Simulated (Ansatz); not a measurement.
A geometry of SnO away from equilibrium: step 3 of the relaxation of a relaxed SnO cell displaced along its unstable phonon at q = (½, 0, 0) of its primitive reciprocal cell (123i cm⁻¹), largest move 0.15 Å. Calculation: PBEsol (plane waves to 420 eV, PAW, scalar-relativistic; Ansatz, a first-principles code). Γ-centred k-mesh 7×7×4 on the run's cell (coarser than for final values), Fermi–Dirac smearing 0.05 eV.

```
CELL_PARAMETERS angstrom
      7.58933    -0.00453     0.03186
     -1.89929     3.28967     0.00000
      0.02630     0.01518     6.20369
ATOMIC_POSITIONS crystal
  Sn 0.16115 0.58575 0.22510
  Sn 0.66115 0.73655 0.22510
  Sn 0.33885 0.26345 0.77490
  Sn 0.83885 0.41425 0.77490
  O  0.16065 0.54525 0.87856
  O  0.66065 0.77605 0.87856
  O  0.33935 0.22395 0.12144
  O  0.83935 0.45475 0.12144
```

### Question
Which atoms carry the largest force, and which way does it point?

### Answer
0.41 eV/Å, on Sn1, Sn2, Sn3, Sn4 (atoms numbered as listed); on Sn4 its components are (0.22, -0.27, 0.22).

### Question
What is the pressure?

### Answer
-1.9 GPa, compression positive.

No spin polarisation in the result. Without a van der Waals term the distances between weakly bound units are poorly fixed.

The run could not lose the symmetry of its start: the end is stationary, and may be a saddle point rather than a minimum.

The end of the path is a generated cell of SnO: the first start was made by placing the elements on the sites of a structure type, and the end was not matched to a known phase here, so it may be hypothetical. Known forms of SnO include space group No. 129.
